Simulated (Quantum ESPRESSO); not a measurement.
**Band energies of NiS2**

```xyz
6
Lattice="3.4353 0.0000 0.6274 0.0000 5.5013 0.0000 -0.9076 0.0000 4.4562" Properties=species:S:1:pos:R:3 pbc="T T T"
S      0.4621     5.1980     2.0901
S      2.0657     2.4473     2.9935
S      1.7266     1.2204     4.6321
S      0.8012     3.9710     0.4514
Ni     1.8951     4.5845     3.8127
Ni     0.6326     1.8338     1.2709
```

norm-conserving PBEsol (Quantum ESPRESSO, 98 Ry, no spin-orbit coupling); path ΓYHCEM1AXH1,MDZ,YD; energies in eV from the Fermi level.

```csv
k (1/Å),point,band 26,band 27,band 28,band 29,band 30,band 31,band 32,band 33
0.00,Γ,-2.09,-2.04,-2.02,-0.47,1.39,1.43,1.63,1.78
0.23,,-2.02,-2.01,-1.95,-0.43,1.05,1.21,1.59,1.74
0.69,Y,-1.94,-1.23,-1.23,-0.14,-0.14,0.70,0.70,1.60
1.05,,-2.04,-1.60,-1.59,-0.66,-0.61,1.00,1.03,2.24
1.40,,-2.05,-1.78,-1.77,-0.47,-0.47,1.42,1.44,2.25
1.58,H,-2.04,-1.78,-1.77,-0.43,-0.41,1.55,1.63,2.17
1.58,C,-2.04,-1.78,-1.77,-0.43,-0.41,1.56,1.65,2.17
1.96,,-2.11,-1.78,-1.77,-0.20,-0.18,1.11,1.15,1.75
2.15,E,-1.99,-1.78,-1.78,0.23,0.23,0.63,0.63,1.51
2.15,M1,-1.99,-1.78,-1.78,0.23,0.23,0.63,0.63,1.52
2.60,,-2.29,-1.80,-1.80,-0.82,-0.82,0.16,0.16,2.45
2.82,A,-2.41,-1.81,-1.81,-1.04,-1.04,-0.05,-0.05,2.42
3.01,,-2.20,-1.81,-1.81,-0.90,-0.90,-0.02,-0.02,2.24
3.39,X,-2.07,-1.81,-1.81,-0.59,-0.59,-0.12,-0.11,1.65
3.73,,-2.10,-1.79,-1.78,-0.55,-0.54,0.29,0.33,2.27
4.06,H1,-2.04,-1.78,-1.77,-0.43,-0.41,1.55,1.63,2.17
4.06,M,-1.99,-1.78,-1.78,0.23,0.23,0.63,0.63,1.52
4.24,,-1.99,-1.81,-1.81,0.17,0.17,0.50,0.50,1.70
4.60,,-1.97,-1.86,-1.86,-0.15,-0.15,-0.10,-0.10,2.44
4.95,D,-1.99,-1.77,-1.77,-0.66,-0.66,-0.21,-0.21,2.71
5.30,,-2.00,-1.79,-1.79,-0.41,-0.41,0.63,0.63,2.09
5.64,Z,-1.94,-1.80,-1.80,-0.40,-0.40,1.34,1.34,1.59
5.64,Y,-1.94,-1.23,-1.23,-0.14,-0.14,0.70,0.70,1.60
5.83,,-1.96,-1.33,-1.33,-0.16,-0.16,0.35,0.35,1.94
6.21,D,-1.99,-1.77,-1.77,-0.66,-0.66,-0.21,-0.21,2.71
```

A metal at this level: along this path bands 29, 30, 31, 32 cross the Fermi level.

The 3d shell has no Hubbard U; the runs are without spin polarisation, and magnetic order was not tried.

Geometry relaxed with PBE+D3(BJ).

The structure is a Materials Project entry; no match was found in the copy of COD used, and its stability was not checked.
